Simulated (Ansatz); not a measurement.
Input for Ansatz (plane-wave DFT, PAW):

```yaml
crystal:
  lattice:
    - [3.2769193513, 0.0, 0.0]
    - [-1.6384596756, 5.8211284106, 0.0]
    - [0.0, 0.0, 26.9760612177]
  atoms:
    - { symbol: Sc, position: [0.4443210621, 0.8886421243, 0.2780242801] }
    - { symbol: Sc, position: [0.7933511509, 0.5867023019, 0.3545676318] }
    - { symbol: Sc, position: [0.0631571687, 0.1263143374, 0.3698763021] }
    - { symbol: Sc, position: [0.4121872575, 0.8243745149, 0.4464196538] }
    - { symbol: Sc, position: [0.6819932752, 0.3639865505, 0.4617283242] }
    - { symbol: Sc, position: [0.031023364, 0.062046728, 0.5382716758] }
    - { symbol: Sc, position: [0.3008293818, 0.6016587635, 0.5535803462] }
    - { symbol: Sc, position: [0.6498594706, 0.2997189411, 0.6301236979] }
    - { symbol: Sc, position: [0.9196654883, 0.8393309766, 0.6454323682] }
    - { symbol: Sc, position: [0.2686955771, 0.5373911542, 0.7219757199] }
basis:
  ecutwfc: 420
kpoints:
  mp_grid: { grid: [11, 6, 1] }
hamiltonian:
  xc: pbesol
scf:
  occupations: { method: gaussian, width: 0.1 }
output:
  forces: true
  stress: true
  eigenvalues: true
efield:
  axis: 3
  dipole_correction: true
```

It can be run as
```bash
ansatz run input.yaml --threads 1 --pin off --backend cpu --events-out ev --progress --plain --runs-dir out  # memory cap (--max-ram) not shown
```

Method: DFT PBEsol, scalar-relativistic, plane waves, PAW in Ansatz 0.2.0.

From the run's log, abridged:

```
Warning: crystal.symmetry: narrowed to the stabiliser of the k-point mesh — unitary ops 2 → 1; excluded 1 operation that carries a point of the 11×6×1 mesh (shift [0, 0, 0]) off the mesh (the run samples exactly the mesh kpoints.mp_grid names, as under crystal.symmetry.detect: false, and its converged state has the mesh's symmetry, not the crystal's; ε∞, the Born charges and the force constants of a linear response (`dielectric:` by the response, `phonons.method: dfpt`) are averaged over those of the crystal's operations that the state keeps within a tolerance, where `mesh_tensors`, `unaveraged_element` or `gamma_mean_max_change_ev_ang2` stands beside them; a row that `dielectric.field_direc ...
Pseudopotentials: kind: paw
Pseudopotential: Sc, paw, valence charge 11, recommended cutoff 420 eV (normal)
Functional definition: PBEsol
Crystal: 10 atoms, lattice volume = 514.578 Å³
Basis set: ecut = 420 eV, 10109 PW (Γ), exchange–correlation on 48×90×384 points (8 copies of the dense FFT grid, shifted against one another)
Bands: 66, of which v1, the nominal top of the filled ones, is band 55 counted from 1 (54 counted from 0)
Symmetry: 1 space group operations
k-points: 34 of 66 (time reversal used)
Initial density: superposition of atomic densities (neutral atoms: chi_scale 0, normalization atom), corrected by the library's trained network
Initial wavefunctions: pseudopotential atomic-orbital guess
Functional: x = pbesol(κ = 0.804, μ = 0.12345679), c = pbesol(β = 0.046)
SCF iter   1: F=—  HF=-21109.492081 eV  |F-HF|=—  |Δ(HF+E_count)|=         —  Δρ=6.21e-3  dr2=2.36e0  ethr=1.77e-3  p=0.000 e·Å  D=1.76e-12 V/Å  ΔV_dip= 0.00 eV  dr2_dipole=5.88e-7  V_vac-E_F(+/−)=2.90/2.90 eV  ⟨swp⟩=10.4  Hψ=11317  notcnv=0
efield: sawtooth ramp at fractional position 0.9500 (placed from the atoms, in the widest stretch of the axis that holds none; the zero of the levels goes with the place), width 0.1000; the density the first Hamiltonian is built on has a dipole p = 0.000 e·Å; the dipole correction subtracts the counter field D = 1.76e-12 V/Å, which shifts the + side's vacuum level by  0.00 eV against the − side's; the planar-averaged density in the ramp window peaks in size at 1.1e-4 e/Å³
SCF iter   2: F=—  HF=-21109.444911 eV  |F-HF|=—  |Δ(HF+E_count)|=   4.72e-2  Δρ=1.87e-3  dr2=5.02e-2  ethr=1.77e-3  p= 0.000 e·Å  D=-4.86e-6 V/Å  ΔV_dip=0.00 eV  dr2_dipole=5.45e-7  V_vac-E_F(+/−)=2.90/2.90 eV  ⟨swp⟩=2.3  Hψ=2839  notcnv=0  defer=53
SCF iter   3: F=—  HF=-21109.444661 eV  |F-HF|=—  |Δ(HF+E_count)|=   2.50e-4  Δρ=5.84e-4  dr2=7.61e-3  ethr=4.56e-5  p= 0.000 e·Å  D=-2.41e-6 V/Å  ΔV_dip=0.00 eV  dr2_dipole=1.46e-7  V_vac-E_F(+/−)=2.91/2.91 eV  ⟨swp⟩=3.1  Hψ=4248  notcnv=0  defer=50
SCF iter   4: F=—  HF=-21109.444525 eV  |F-HF|=—  |Δ(HF+E_count)|=   1.36e-4  Δρ=2.46e-4  dr2=9.65e-4  ethr=6.92e-6  p= 0.000 e·Å  D=-1.82e-6 V/Å  ΔV_dip=0.00 eV  dr2_dipole=4.42e-8  V_vac-E_F(+/−)=2.92/2.92 eV  ⟨swp⟩=2.7  Hψ=3706  notcnv=0  defer=50
SCF iter   5: F=—  HF=-21109.444446 eV  |F-HF|=—  |Δ(HF+E_count)|=   7.93e-5  Δρ=6.04e-5  dr2=6.65e-5  ethr=8.77e-7  p= 0.000 e·Å  D=-8.52e-7 V/Å  ΔV_dip=0.00 eV  dr2_dipole=1.73e-8  V_vac-E_F(+/−)=2.92/2.92 eV  ⟨swp⟩=2.0  Hψ=3714  notcnv=0  defer=50
SCF iter   6: F=—  HF=-21109.444581 eV  |F-HF|=—  |Δ(HF+E_count)|=   1.35e-4  Δρ=2.06e-5  dr2=3.85e-6  ethr=6.05e-8  p= 0.000 e·Å  D=-1.74e-7 V/Å  ΔV_dip=0.00 eV  dr2_dipole=2.20e-10  V_vac-E_F(+/−)=2.92/2.92 eV  ⟨swp⟩=3.1  Hψ=4259  notcnv=0  defer=50
SCF iter   7: F=—  HF=-21109.444582 eV  |F-HF|=—  |Δ(HF+E_count)|=   1.40e-6  Δρ=7.85e-6  dr2=5.49e-7  ethr=3.50e-9  p= 0.000 e·Å  D=-3.07e-8 V/Å  ΔV_dip=0.00 eV  dr2_dipole=1.44e-10  V_vac-E_F(+/−)=2.92/2.92 eV  ⟨swp⟩=2.0  Hψ=3357  notcnv=0  defer=50
SCF iter   8: F=-21109.444582 eV  HF=-21109.444582 eV  |F-HF|=1.16e-8  |Δ(HF+E_count)|=   7.87e-8  Δρ=2.43e-6  dr2=5.91e-8  ethr=9.09e-11  p= 0.000 e·Å  D=-7.82e-9 V/Å  ΔV_dip=0.00 eV  dr2_dipole=1.19e-11  V_vac-E_F(+/−)=2.92/2.92 eV  ⟨swp⟩=25.2  Hψ=9789  notcnv=0
SCF 1 converged in 8 iterations: F = -21109.444582 eV  dr2 = 5.91e-8
SCF converged after 8 iterations
Free energy (F): -21109.444582 eV
Harris-Foulkes:  -21109.444582 eV  (|F-HF|=1.16e-8)
Internal energy: -21109.341114 eV  (E = F + TS)
E sigma→0 (E₀):  -21109.392848 eV
Entropy (-TS):   -0.103468 eV (-10.347 meV/atom)
Fermi energy:    2.910589 eV
Dipole field:    D = -0.000003 V/Å  (p = -0.000008 e·Å, saw-weighted, corrected)
Work function:   Φ+ = 2.9195 eV   Φ− = 2.9195 eV
Levels:          The Fermi level and band energies are counted from a zero that moves with the ramp; work functions are not
--- Per-component energies (eV) ---
  E_band       = -2383.328649
  E_kinetic    = 2596.165198
  E_local      = -81186.097449  (includes V_loc(G=0)·N_el)
  E_nonlocal   = 848.028618
  E_hartree    = 38896.737117
  E_xc         = -1024.685329
  E_vxc        = -1273.900154  (∫ρ·V_xc dr)
  E_paw        = -9321.401853  (= ΣΔE_a)
  E_vpaw       = -1161.001599  (= ΣTr[D̂ρ^β])
  E_aug_tail   = 0.000099  (compensation charges beyond the density's cutoff)
  E_efield     = 0.000000  (sawtooth field / dipole correction)
  E_vefield    = 0.000000  (∫n·V_field dr)
  E_ewald      = 28080.622235
  E_core_change = 1.290250  (= ΣΔE_core)
  E_smearing   = -0.103468  (= −TS)
--- Forces (eV/Å), atoms counted from 1 ---
  atom   1  Sc     0.00020835     0.23662716     0.53674454
  atom   2  Sc     0.00082927     0.22292527    -0.04722787
  atom   3  Sc    -0.00108301    -0.44335446    -0.19236443
  atom   4  Sc     0.00020191    -0.02705758    -0.23620219
  atom   5  Sc    -0.00088631     0.00033576    -0.13043061
  atom   6  Sc     0.00088617    -0.00033913     0.13042734
  atom   7  Sc    -0.00020166     0.02706034     0.23620430
  atom   8  Sc     0.00108310     0.44336001     0.19236673
  atom   9  Sc    -0.00082908    -0.22293069     0.04723003
  atom  10  Sc    -0.00020880    -0.23662657    -0.53674568
--- Stress (GPa, compression-positive) ---
       -0.488116       0.000934      -0.000047
        0.000934      -1.493893      -0.433751
       -0.000047      -0.433752      -1.169153
  P = ⅓ Tr σ = -1.0504 GPa (-10.504 kbar)
--- Band table (eV; the first three rows and the last of 34) ---
  k-point 0: bands = ["-47.1648", "-47.1648", "-46.3090", "-46.3087", "-46.2126", "-46.2112", "-46.1588", "-46.1190", "-46.0875", "-46.0849", "-25.9594", "-25.9594", "-25.9355", "-25.9355", "-25.6448", "-25.6448", "-25.1780", "-25.1665", "-25.1266", "-25.0929", "-25.0791", "-25.0630", "-24.9508", "-24.9340", "-24.9339", "-24.9176", "-24.8786", "-24.8330", "-24.8297", "-24.8242", "-24.8203", "-24.7782", "-24.7758", "-24.7715", "-24.7564", "-24.7189", "-24.7103", "-24.6912", "-24.6743", "-24.6564", "-2.0370", "-1.3808", "-0.5112", "0.3962", "1.1368", "1.3394", "1.4203", "1.4694", "1.5964", "1.6443", "2.4418", "2.4449", "2.8662", "2.9015", "3.1167", "3.1903", "3.3589", "3.3910", "3.4698", "3.62 ...
  k-point 1: bands = ["-47.1648", "-47.1648", "-46.3078", "-46.3075", "-46.2135", "-46.2123", "-46.1562", "-46.1198", "-46.0904", "-46.0842", "-25.9594", "-25.9594", "-25.9354", "-25.9354", "-25.6448", "-25.6448", "-25.1618", "-25.1485", "-25.1213", "-25.0770", "-25.0667", "-25.0535", "-24.9564", "-24.9362", "-24.9357", "-24.9291", "-24.8844", "-24.8373", "-24.8330", "-24.8278", "-24.8240", "-24.7971", "-24.7815", "-24.7618", "-24.7469", "-24.7332", "-24.7100", "-24.6914", "-24.6756", "-24.6749", "-1.8910", "-1.2459", "-0.3988", "0.4660", "0.8425", "1.0730", "1.1757", "1.4026", "1.6500", "1.9459", "2.4135", "2.4841", "2.7188", "2.9573", "3.0461", "3.2272", "3.3759", "3.4336", "3.4825", "3.61 ...
  k-point 2: bands = ["-47.1648", "-47.1648", "-46.3052", "-46.3050", "-46.2156", "-46.2148", "-46.1495", "-46.1237", "-46.0922", "-46.0858", "-25.9594", "-25.9594", "-25.9351", "-25.9351", "-25.6449", "-25.6449", "-25.1255", "-25.1075", "-25.0950", "-25.0633", "-25.0393", "-25.0177", "-24.9706", "-24.9440", "-24.9402", "-24.9392", "-24.9066", "-24.8700", "-24.8452", "-24.8334", "-24.8245", "-24.8171", "-24.7864", "-24.7731", "-24.7336", "-24.7335", "-24.7316", "-24.7046", "-24.6908", "-24.6794", "-1.4683", "-0.8612", "-0.1174", "0.0125", "0.4446", "0.6963", "1.0378", "1.4169", "1.7825", "2.0108", "2.3557", "2.5320", "2.6788", "2.7641", "3.0006", "3.2232", "3.3905", "3.4942", "3.5633", "3.59 ...
  k-point 33: bands = ["-47.1463", "-47.1463", "-46.2849", "-46.2849", "-46.1944", "-46.1944", "-46.1175", "-46.1112", "-46.0829", "-46.0703", "-25.9365", "-25.9365", "-25.9111", "-25.9111", "-25.8458", "-25.8458", "-25.1643", "-25.1623", "-25.1172", "-25.1117", "-25.0933", "-25.0794", "-25.0409", "-25.0204", "-24.9992", "-24.9828", "-24.9741", "-24.9412", "-24.9154", "-24.8917", "-24.8630", "-24.8545", "-24.8404", "-24.8316", "-24.8179", "-24.7844", "-24.7579", "-24.7349", "-24.7337", "-24.7223", "0.7468", "1.0748", "1.4543", "1.6832", "1.7195", "1.9075", "2.0015", "2.0846", "2.1939", "2.4247", "2.5167", "2.6059", "2.6302", "2.7271", "2.7679", "2.8702", "2.9063", "2.9746", "3.0169", "3.1372 ...
```

The run converged.